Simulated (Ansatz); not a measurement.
Sc3In:
```yaml
crystal:
  lattice:
    - [6.43647, 0.00000, 0.00000]
    - [-3.21824, 5.57415, 0.00000]
    - [0.00000, 0.00000, 5.17660]
  atoms:
    - { symbol: Sc, position: [0.83133, 0.16867, 0.25000] }
    - { symbol: Sc, position: [0.66267, 0.83133, 0.75000] }
    - { symbol: Sc, position: [0.83133, 0.66267, 0.25000] }
    - { symbol: Sc, position: [0.16867, 0.83133, 0.75000] }
    - { symbol: Sc, position: [0.33733, 0.16867, 0.25000] }
    - { symbol: Sc, position: [0.16867, 0.33733, 0.75000] }
    - { symbol: In, position: [0.33333, 0.66667, 0.25000] }
    - { symbol: In, position: [0.66667, 0.33333, 0.75000] }
```

Relaxed with r²SCAN.

**Question.** Map the electron localisation function on the plane through (0.831, 0.169, 0.250) spanned by u = [1, 1, 0] and v = [1, -1, 0] in lattice vectors, from r²SCAN in the plane-wave PAW code Ansatz.

**Answer.** x is the fraction of u, y of v (the angle between them is 90°; rows are the nearest grid lines); atoms in the plane: Sc at (0.00, 0.00), Sc at (0.50, 0.50), Sc at (0.25, 0.75), Sc at (0.75, 0.25), Sc at (0.25, 0.25), Sc at (0.75, 0.75), In at (0.00, 0.50), In at (0.50, 0.00).
```
| :#@#:.-++---.     .---++-.:#@#: |
|@@@#: .-++=---:...:---=++-. :#@@@|
|**=.  .-+++=---------=+++-.  .=**|
|===-:.....:=+*******+=:.....:-===|
|%%+:.:+#%#+:.:=#%#=:.:+#%#+:.:+%%|
|=-.:#@%+-+@@+..:=:..+@@+-+%@#:.-=|
|:. :%@#. :%@#. :-: .#@%: .#@%: .:|
|:.  :#@@@@@*: .-=-. :*@@@@@#:  .:|
|+++-:........-=====-........:-+++|
|---=+*####+-.. ... ..-+####*+=---|
|-----=*%%#=...=***=...=#%%*=-----|
|   :---**=..*@@*=*@@*..=**---:   |
|   :---++: .*@@*=*@@*. :++---:   |
|-----=+++-.  .=***=.  .-+++=-----|
|---=+++=-::...........::-=+++=---|
|%%#+:. ...  .=*%%%*=.  ... .:+#%%|
|*=:.:#@@@@@%-.:+#+:.-%@@@@@#:.:=*|
|-: .#@%: .#@%: .:. :%@#. :%@#. :-|
|-:..+@@#+*@@*. ... .*@@*+#@@+..:-|
|+=-. .:=++-. .:-=-:. .-++=:. .-=+|
|.:::-----==+++++=+++++==-----:::.|
|**=...=#%%*=---------=*%%#=...=**|
|@@@#:.:+##+---:...:---+##+:.:#@@@|
| :#@#:.-++---.     .---++-.:#@#: |
```
Scale: ten equal steps from 0.001 (start of ' ') to 0.764 (end of '@'), in the order ' .:-=+*#%@'; x runs from 0.000 to 1.00, y from 0.000 (bottom) to 1.00 (top).

The density is the valence pseudo-density with augmentation charge, so density and ELF within about 1 Å of a nucleus are not all-electron values.

Space group P6_3/mmc. The workflow started from an entry of the Crystallography Open Database (COD). Its standing as an ambient phase is unchecked. The cell was relaxed with r²SCAN under the symmetry of its start; its stability against distortions is not shown here. The run is not spin-polarised.

Potentials: the later of the program's two PAW sets.
